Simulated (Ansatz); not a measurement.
**Two states of K$_{2}$TiF$_{4}$**

```
K Ti F
1.0
     0.00000    4.03534    0.00000
     4.03534    0.00000    0.00000
     2.01767    2.01767   -6.58044
K Ti F
2 1 4
Cartesian
  2.0177 2.0177 -1.9245
  4.0353 4.0353 -4.6559
  0.0000 0.0000 0.0000
  0.0000 2.0177 0.0000
  2.0177 0.0000 0.0000
  2.0177 2.0177 -4.5627
  4.0353 4.0353 -2.0177
```

Single point in Ansatz 0.2.0 with r2SCAN. Cutoff 500 eV, PAW datasets, 5×5×5 Γ-centred k mesh, fermi-dirac filling (width 0.1 eV).

State A: Ti3 up (collinear spin). State B: no moments (no spin polarisation).

**Question.** Which state is lower, and how do they differ?

**Answer.** State A is lower by 133.3 meV an atom at zero smearing; in free energy at this smearing B lies +121.9 meV an atom from A.

```csv
state,free energy (meV/atom),largest moment in a small sphere (μB),net moment (μB/cell),gap on mesh (eV),pressure (GPa),largest force (eV/Å)
A,0.0,1.28,1.95,metal,6.0,0.93
B,121.9,0.00,0.00,metal,4.1,0.68
```

Origin: a known structure type with other elements, at an estimated volume, so it need not be a known compound. Caveats: the k mesh is coarse if the cell is a metal; correlation that this level lacks may open a gap in such a compound.
